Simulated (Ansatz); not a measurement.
Co$_{2}$C in space group P-3m1 (No. 164; C on 1a, Co on 2d), DFT-PBEsol in the program Ansatz with PAW potentials, all energies at zero smearing, with the estimated change up to a 700 eV cutoff added, with one set of potentials and settings (totals compare only within such a set). Cell of 3 atoms (1 C, 2 Co): -10432.066 eV.

```tsv
element	reference phase	E (eV/atom)
C	P6_3/mmc, 4 atoms in the cell	-246.6953
Co	P6_3/mmc, 2 atoms in the cell, spin-polarised	-5093.0002
```

Formation energy per atom, worked out: (-10432.066 − 1×(-246.6953) − 2×(-5093.0002))/3 = 0.210 eV/atom (20 kJ per mol of atoms), at 0 K, without zero-point energy or fitted corrections.

A made-up cell: these elements were put on the sites of a structure type; neither database checked (COD, Materials Project) lists it. COD files the formula under space group No. 58. Its standing as an ambient phase is unchecked. The cell was relaxed with PBEsol under the symmetry of its start; whether a distortion lowers the energy is not shown. The workflow began spin-polarised and lost its moments. The references are the lowest solids computed at this level, not always the standard phases.

Potentials: the earlier of the program's two PAW sets. The files were generated under PBE; for other functionals the program regenerates the frozen cores, and for LDA and PBEsol the local potential too.
